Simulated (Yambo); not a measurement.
G0W0@PBEsol for ZnCl2 (space group P4_2/nmc, No. 137) in Yambo. Reference settings: 4×4×1 Γ-centred k mesh, bands 9 to 221 and a 7 Ry block in the screening, 221 bands in G with the Bruneval-Gonze terminator, plasmon pole fitted at 27.2 eV. The PBEsol gap Γ → Γ on this mesh is 3.76 eV; G0W0 gaps are taken between the same points.

With and without the terminator, as bands are cut:

```tsv
bands in G (in W)	gap, terminator (eV)	gap, none (eV)	valence shift, terminator (eV)	valence shift, none (eV)
62 (62)	6.594	6.548	-1.335	-0.977
89 (89)	6.456	6.417	-1.480	-1.197
127 (127)	6.385	6.347	-1.565	-1.351
174 (174)	6.346	6.316	-1.616	-1.458
221 (221)	6.324	6.297	-1.651	-1.528
```

Over this range the gap spans 0.270 eV with the terminator and 0.251 eV without, the valence shift 0.316 eV and 0.551 eV. Neither column has reached its limit for certain.

Geometry of the Materials Project entry, not relaxed at this level; primitive cell a = b = 3.685 Å, c = 10.887 Å, α = β = γ = 90.00°.

A shift is the quasiparticle energy of the state minus its PBEsol energy.

The distance between layers or molecules is the database entry's, not relaxed here. Functionals without dispersion can leave it too large, which widens gaps and weakens the response across layers: the numbers belong to this cell.
